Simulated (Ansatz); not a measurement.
Ansatz input

```yaml
crystal:
  lattice:
    - [-2.9408956015, 2.9391837794, 1.2211645518]
    - [2.9391837794, -2.9408956015, 1.2211645518]
    - [1.5313149834, 1.5313149834, -1.2242997572]
  atoms:
    - { symbol: Ni, position: [0.9999529381, 4.70619e-05, 1.0], spin: 0.597 }
    - { symbol: Ni, position: [0.7500470619, 0.2499529381, 0.5], spin: 0.597 }
hamiltonian:
  xc: lda
  pseudopotentials:
    kind: paw
    azcp:
      Ni: "pseudopotentials/Ni.paw.azcp"
basis:
  ecutwfc: 420
  fft_grid_basis: typed
kpoints:
  mp_grid: { grid: [17, 17, 17], shift: [0, 0, 0] }
magnetization:
  spin_polarized: true
scf:
  occupations: { method: fermi_dirac, width: 0.05 }
  lower_state_search: "off"
output:
  stress: true
  write_density: true
  write_potential: true
  elf: true
  volumetric_format: npy
```

Terminal output

```
Warning: the record states the generating functional pbe (its physics header spells it `PBE`), which answers neither for hamiltonian.xc's functional nor for the lda family's — results may be inconsistent (PPs are generated against a specific XC)
Engine: ansatz 0.2.0, x86_64-unknown-linux-gnu
Pseudopotentials: kind: paw
Pseudopotential: Ni, paw, valence charge 18, recommended cutoff 420 eV (normal) 
Functional definition: SPW92
  exchange = slater_x
  correlation = pw_c
Crystal: 2 atoms, lattice volume = 21.979 Å³
Basis set: ecut = 420 eV, 415 PW (Γ)
Bands: 23, of which v1, the nominal top of the filled ones, is band 18 counted from 1 (17 counted from 0)
Symmetry: 4 space group operations
Space group: C2/c (ITA 15), of the structure as read, at distance tolerance 2.8e-5 Å
Magnetic group: BNS 15.85 (UNI 92), of the structure as read, at distance tolerance 2.8e-5 Å
k-points: 1305 of 4913
Non-local potential: Ni, projectors of the file, l = 0: 3, l = 1: 2, l = 2: 3, l = 3: 1
PAW form: soft (Blöchl's): semilocal exchange-correlation on the pseudo side does not see the compensation charge
PAW frozen core: Ni, regenerated for the run's functional, and the local potential with it (the file was generated under x = pbe(κ = 0.804, μ = 0.2195149727645171), c = pbe(β = 0.06672455060314922))
PAW one-centre angular grid: Ni, 590 points (default); XC on 64 Gauss nodes
Initial density: superposition of atomic densities (chi_scale 0.1, normalization cell)
Starting moments: Σ|m| = 1.194 μB on 2 of 2 sites
Initial wavefunctions: pseudopotential atomic-orbital guess
Functional: x = slater, c = lda
iter 1 solved again at ethr=1.19e-4 eV; its pass at ethr=3.10e-3 eV (dr2=4.30e-2 eV) is discarded
SCF iter   1: F=—  HF=-11546.477605 eV  |F-HF|=—  |Δ(HF+E_count)|=         —  Δρ=1.93e-2 (↑1.93e-2 ↓1.55e-2)  dr2=4.28e-2  dr2_m=3.35e-2  M=1.122 μB ∫|m|=1.166 μB  β_m=1.00  ethr=1.19e-4  ⟨swp⟩=1.0  Hψ=301919  notcnv=0
SCF iter   2: F=—  HF=-11546.481753 eV  |F-HF|=—  |Δ(HF+E_count)|=   4.15e-3  Δρ=1.18e-2 (↑1.18e-2 ↓7.28e-3)  dr2=3.19e-2  dr2_m=2.52e-3  M=1.123 μB ∫|m|=1.210 μB  β_m=1.00  ethr=1.19e-4  ⟨swp⟩=2.0  Hψ=71082  notcnv=0
SCF iter   3: F=—  HF=-11546.481279 eV  |F-HF|=—  |Δ(HF+E_count)|=   4.74e-4  Δρ=7.46e-3 (↑3.76e-3 ↓7.46e-3)  dr2=5.12e-3  dr2_m=1.07e-3  M=1.137 μB ∫|m|=1.235 μB  β_m=1.00  ethr=8.86e-5  ⟨swp⟩=2.8  Hψ=122975  notcnv=0
SCF iter   4: F=—  HF=-11546.488486 eV  |F-HF|=—  |Δ(HF+E_count)|=   7.21e-3  Δρ=2.38e-3 (↑2.38e-3 ↓1.35e-3)  dr2=8.02e-4  dr2_m=5.12e-4  M=1.150 μB ∫|m|=1.252 μB  β_m=1.00  ethr=1.42e-5  ⟨swp⟩=2.3  Hψ=115565  notcnv=0
SCF iter   5: F=—  HF=-11546.491101 eV  |F-HF|=—  |Δ(HF+E_count)|=   2.61e-3  Δρ=2.12e-3 (↑7.65e-4 ↓2.12e-3)  dr2=2.66e-4  dr2_m=3.76e-4  M=1.163 μB ∫|m|=1.269 μB  β_m=1.00  ethr=2.23e-6  ⟨swp⟩=2.0  Hψ=92441  notcnv=0
SCF iter   6: F=—  HF=-11546.493209 eV  |F-HF|=—  |Δ(HF+E_count)|=   2.11e-3  Δρ=1.63e-3 (↑4.82e-4 ↓1.63e-3)  dr2=1.95e-4  dr2_m=1.99e-4  M=1.173 μB ∫|m|=1.281 μB  β_m=1.00  ethr=7.40e-7  ⟨swp⟩=1.6  Hψ=85165  notcnv=0
SCF iter   7: F=—  HF=-11546.494810 eV  |F-HF|=—  |Δ(HF+E_count)|=   1.60e-3  Δρ=1.09e-3 (↑5.56e-4 ↓1.09e-3)  dr2=3.93e-5  dr2_m=1.33e-4  M=1.180 μB ∫|m|=1.291 μB  β_m=1.00  ethr=5.43e-7  ⟨swp⟩=2.1  Hψ=96478  notcnv=0
SCF iter   8: F=—  HF=-11546.495781 eV  |F-HF|=—  |Δ(HF+E_count)|=   9.71e-4  Δρ=9.12e-4 (↑4.71e-4 ↓9.12e-4)  dr2=2.74e-5  dr2_m=9.54e-5  M=1.187 μB ∫|m|=1.300 μB  β_m=1.00  ethr=1.09e-7  ⟨swp⟩=2.0  Hψ=107134  notcnv=0
SCF iter   9: F=—  HF=-11546.496404 eV  |F-HF|=—  |Δ(HF+E_count)|=   6.23e-4  Δρ=5.57e-4 (↑5.40e-4 ↓5.57e-4)  dr2=4.51e-8  dr2_m=6.05e-5  M=1.192 μB ∫|m|=1.307 μB  β_m=0.30  ethr=2.78e-10  ⟨swp⟩=8.2  Hψ=463734  notcnv=0
Mixer restart at iter 9: flushing history
spin-set hold released at iteration 9 (site moments contracting): the magnetisation degrees of freedom join the quasi-Newton model from the next iteration; the mixer history was flushed
SCF iter  10: F=—  HF=-11546.496963 eV  |F-HF|=—  |Δ(HF+E_count)|=   5.59e-4  Δρ=8.49e-4 (↑7.84e-4 ↓8.49e-4)  dr2=6.44e-7  dr2_m=1.34e-4  M=1.196 μB ∫|m|=1.312 μB  β_m=0.46  ethr=1.25e-10  ⟨swp⟩=11.1  Hψ=541039  notcnv=0
SCF iter  11: F=—  HF=-11546.497622 eV  |F-HF|=—  |Δ(HF+E_count)|=   6.59e-4  Δρ=9.72e-4 (↑9.72e-4 ↓6.66e-4)  dr2=1.14e-5  dr2_m=1.35e-4  M=1.209 μB ∫|m|=1.329 μB  β_m=0.79  ethr=1.25e-10  ⟨swp⟩=3.7  Hψ=175933  notcnv=0
SCF iter  12: F=—  HF=-11546.497828 eV  |F-HF|=—  |Δ(HF+E_count)|=   2.07e-4  Δρ=1.55e-3 (↑1.00e-3 ↓1.55e-3)  dr2=7.69e-4  dr2_m=1.62e-5  M=1.219 μB ∫|m|=1.341 μB  β_m=0.51  ethr=1.25e-10  ⟨swp⟩=4.1  Hψ=203324  notcnv=0  recentre
SCF iter  13: F=—  HF=-11546.497667 eV  |F-HF|=—  |Δ(HF+E_count)|=   1.61e-4  Δρ=3.10e-5 (↑3.03e-5 ↓3.10e-5)  dr2=1.49e-7  dr2_m=1.12e-7  M=1.218 μB ∫|m|=1.340 μB  β_m=0.59  ethr=1.25e-10  ⟨swp⟩=4.1  Hψ=203643  notcnv=0
iter 14 did not close the SCF: its close was put off for a magnetic moment that had not settled (scf_convergence_deferred on its scf_iter line)
SCF iter  14: F=-11546.497667 eV  HF=-11546.497667 eV  |F-HF|=6.39e-9  |Δ(HF+E_count)|=   3.75e-8  Δρ=1.47e-5 (↑8.77e-6 ↓1.47e-5)  dr2=1.27e-8  dr2_m=2.06e-8  M=1.218 μB ∫|m|=1.340 μB  β_m=0.80  ethr=1.25e-10  ⟨swp⟩=8.8  Hψ=375311  notcnv=0
SCF iter  15: F=-11546.497667 eV  HF=-11546.497667 eV  |F-HF|=1.40e-9  |Δ(HF+E_count)|=   1.44e-8  Δρ=2.82e-6 (↑1.16e-6 ↓2.82e-6)  dr2=1.64e-9  dr2_m=2.92e-10  M=1.218 μB ∫|m|=1.340 μB  ethr=3.52e-11  ⟨swp⟩=5.8  Hψ=336545  notcnv=0
SCF 1 converged in 15 iterations: F = -11546.497667 eV  dr2 = 1.64e-9
SCF converged after 15 iterations
Magnetization: 1.2176 μB (18.6088 up, 17.3912 down)
Absolute magnetization: 1.3418 μB (∫|ρ↑−ρ↓|, with the PAW one-centre terms)
Spin contamination: 0.0090 ħ² per cell (⟨S²⟩ above its minimum at these occupations)
Per-site moments (μB) at R_I (Å): [(0.6370013583473977, 0.9990553459888313), (0.6370013583473979, 0.9990553459888313)]
Free energy (F): -11546.497667 eV
Harris-Foulkes:  -11546.497667 eV  (|F-HF|=1.40e-9)
Internal energy: -11546.465422 eV  (E = F + TS)
E sigma→0 (E₀):  -11546.481544 eV
Entropy (-TS):   -0.032245 eV (-16.123 meV/atom)
Fermi energy:    17.472765 eV
--- Per-component energies (eV) ---
  E_band       = -583.309294
  E_kinetic    = 565.719841
  E_local      = -6927.719259  (includes V_loc(G=0)·N_el)
  E_nonlocal   = 1277.638850
  E_hartree    = 2885.384282
  E_xc         = -168.878405
  E_vxc        = -218.610477  (∫ρ·V_xc dr)
  E_paw        = -3126.234384  (= ΣΔE_a)
  E_vpaw       = -1051.110851  (= ΣTr[D̂ρ^β])
  E_aug_tail   = 0.000929  (compensation charges beyond the density's cutoff)
  E_ewald      = -6053.245518
  E_core_change = 0.868241  (= ΣΔE_core)
  E_smearing   = -0.032245  (= −TS)
  E_closure    = -0.000000  (closes the sum)
  Σ components = -11546.497667   (vs F -11546.497667, Δ=0.00e0)
--- Stress (GPa, compression-positive) ---
      -15.934900      -0.337910       0.144764
       -0.337910     -15.934900       0.144764
        0.144764       0.144764     -15.361158
  P = ⅓ Tr σ = -15.7437 GPa (-157.437 kbar)
--- Band table (eV; the first three rows and the last of 2610) ---
  k-point 0 ↑: bands = ["-85.2616", "-85.2268", "-46.1597", "-46.0379", "-45.9975", "-45.9249", "-45.8986", "-45.8967", "8.4474", "12.6629", "14.7156", "15.0872", "15.4139", "15.4301", "15.5450", "15.6866", "16.4859", "16.5206", "16.8700", "16.9616", "22.6430", "39.5496", "41.7282"]
  k-point 1 ↑: bands = ["-85.2605", "-85.2263", "-46.1571", "-46.0434", "-46.0038", "-45.9273", "-45.8989", "-45.8980", "8.5672", "12.7450", "14.7176", "15.0370", "15.4563", "15.4775", "15.5348", "15.6465", "16.1644", "16.4838", "16.5226", "17.7926", "22.6646", "38.1351", "41.7536"]
  k-point 2 ↑: bands = ["-85.2574", "-85.2249", "-46.1494", "-46.0593", "-46.0219", "-45.9339", "-45.9016", "-45.8999", "8.9220", "12.9791", "14.7024", "14.8979", "15.4523", "15.5241", "15.5344", "15.6222", "15.6753", "16.4757", "16.5260", "18.7870", "22.7366", "35.5569", "41.2406"]
  k-point 1304 ↓: bands = ["-84.4524", "-84.4521", "-45.4602", "-45.4597", "-45.2528", "-45.2509", "-45.2107", "-45.2106", "13.1407", "13.1648", "14.5741", "14.5792", "16.7686", "16.7740", "17.5250", "17.7002", "17.7224", "17.7944", "17.9905", "18.3843", "24.8411", "25.0011", "35.2207"]
```
